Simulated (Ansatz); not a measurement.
InP (zinc blende)

```cif
data_In4P4
_chemical_formula_sum 'P4 In4'
_space_group_name_H-M_alt 'F-43m'
_space_group_IT_number 216
_space_group_name_Hall 'F -4 2 3'
_cell_length_a 5.90685
_cell_length_b 5.90685
_cell_length_c 5.90685
_cell_angle_alpha 90.000
_cell_angle_beta 90.000
_cell_angle_gamma 90.000
loop_
_atom_site_label
_atom_site_type_symbol
_atom_site_symmetry_multiplicity
_atom_site_Wyckoff_symbol
_atom_site_fract_x
_atom_site_fract_y
_atom_site_fract_z
_atom_site_occupancy
P1 P 4 d 0.75000 0.75000 0.75000 1
In1 In 4 a 0.00000 0.00000 0.00000 1
```
(The calculation used a cell of 2 atoms; values per cell refer to that cell.)

This relaxed cell (volume V₀) is scaled evenly in all directions, its shape held. Symmetry pins the atoms to their sites.

All values below come from r2SCAN (plane waves to 500 eV, PAW, scalar-relativistic; Ansatz, an electronic-structure program). k mesh 10×10×10 (Γ-centred), Fermi-Dirac smearing 0.05 eV. E stands for the smeared free energy. InP was relaxed with its symmetry unable to fall. The zero of ΔE is the relaxed starting cell.

```json
[
 {"V (Å³/atom)": "21.640", "ΔE (meV/atom)": "193.3"},
 {"V (Å³/atom)": "22.670", "ΔE (meV/atom)": "100.0"},
 {"V (Å³/atom)": "23.701", "ΔE (meV/atom)": "41.0"},
 {"V (Å³/atom)": "24.731", "ΔE (meV/atom)": "9.5"},
 {"V (Å³/atom)": "25.762", "ΔE (meV/atom)": "0.0"},
 {"V (Å³/atom)": "26.792", "ΔE (meV/atom)": "8.1"},
 {"V (Å³/atom)": "27.823", "ΔE (meV/atom)": "30.4"},
 {"V (Å³/atom)": "28.853", "ΔE (meV/atom)": "63.9"},
 {"V (Å³/atom)": "29.884", "ΔE (meV/atom)": "106.2"}
]
```

### Question
What is the fitted pressure derivative B₀′?

### Answer
4.5.

### Question
What bulk modulus B₀ follows from a third-order Birch-Murnaghan fit?

### Answer
68.0 GPa. Check by three points about V = 25.762 Å³/atom, step 1.030: d²E/dV² ≈ (9.5 − 2·0.0 + 8.1) meV / 1.030² = 0.0166 eV/Å⁶, and V·d²E/dV² × 160.2 = 68.4 GPa.

(A scan under strain: stresses follow from slopes of the energy per volume, elastic moduli from its curvatures.)
